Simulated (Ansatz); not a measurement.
**Field gradients of Li₂La₂Ge₃ from run to run**

Cell of run 1: a measured structure from the Crystallography Open Database (COD).

Space group Cmcm (No. 63); a = 4.5311, b = 19.0010, c = 7.0080 Å.

| site | Wyckoff | site symmetry | x | y | z |
| --- | --- | --- | --- | --- | --- |
| Li | 8f | m.. | 0.5000 | 0.6898 | 0.5600 |
| La5 | 4c | m2m | 0.5000 | 0.9482 | 0.2500 |
| La7 | 4c | m2m | 0.5000 | 0.1598 | 0.2500 |
| Ge9 | 8f | m.. | 0.5000 | 0.5605 | 0.0699 |
| Ge13 | 4c | m2m | 0.5000 | 0.7801 | 0.2500 |

One atom of each set is listed; the run and its k-mesh use a cell of 14 atoms with edges of 9.77, 9.77, 7.01 Å.

Relaxed positions (PBE, cell held):

Li (0.5000, 0.6895, 0.5625)
La5 (0.5000, 0.9485, 0.2500)
La7 (0.5000, 0.1595, 0.2500)
Ge9 (0.5000, 0.5613, 0.0688)
Ge13 (0.5000, 0.7798, 0.2500)

All runs are DFT with Ansatz 0.2.0 (plane waves and PAW, scalar-relativistic unless spin–orbit coupling is named, Γ-centred meshes, Fermi–Dirac smearing where given) in this cell.

Run 1: PBE, atoms as given; 420 eV, 8×8×5 k-points, smearing 0.05 eV.
Run 2: PBE, atoms relaxed; 420 eV, 8×8×5 k-points, smearing 0.05 eV.
Run 3: r2SCAN, at the relaxed atoms; 500 eV, 8×8×5 k-points, smearing 0.05 eV.

```csv
run,La5 V_zz (η),La7 V_zz (η),Ge9 V_zz (η),Ge13 V_zz (η)
1,5.19 (0.34),7.37 (0.27),-8.01 (0.74),6.65 (0.09)
2,?,?,?,?
3,4.63 (0.49),7.62 (0.21),-9.74 (0.73),6.68 (0.03)
```

V_zz in 10²¹ V/m²; 4 of the 5 sets of like atoms are followed.

**Question.** Estimate the row of run 2.

**Answer.** La5: 5.03 (0.46); La7: 7.37 (0.25); Ge9: -8.48 (0.69); Ge13: 6.74 (0.01). It lies nearest to run 1, from whose tensors on these sites it differs by 0.47 at most (largest principal value of the difference, on Ge9). Taken one at a time, the functional (r2SCAN with its higher cutoff) moves the tensors on these sites by up to 1.28 (largest principal value of the change, on Ge9), the positions of the atoms (as given or relaxed) by 0.47 (Ge9).

Without spin–orbit coupling (the program notes it for La) the gradients can shift somewhat, as the gap is small. In runs 1, 2, 3 there is no gap above 0.1 eV, so the gradients can move by 10 % or more with the k-mesh.
